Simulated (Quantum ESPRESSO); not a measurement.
SiC has the hexagonal space group P6₃mc (No. 186), the wurtzite structure, Pearson symbol hP4. Conventional cell: a = b = 3.045 Å, c = 5.059 Å, α = β = 90.00°, γ = 120.00°. C on 2b has 4 Si at 1.870–1.894 Å (tetrahedral). Si on 2b is surrounded by 4 C at 1.870–1.894 Å (tetrahedral). (Neighbours: up to the widest gap in distance over summed covalent radii, below 1.35, at either atom.)

The PBEsol cell relaxed from Materials Project entry mp-7140 was given a biaxial strain of -1 % along x and y, z relaxed, and the atoms were relaxed again.

### Question
What does PBEsol (pw.x of Quantum ESPRESSO, ONCV potentials, without SOC) give for the electronic structure near the Fermi level?

### Answer
The PBEsol gap is indirect, 1.99 eV, from Γ to K; the smallest direct gap is 3.99 eV.
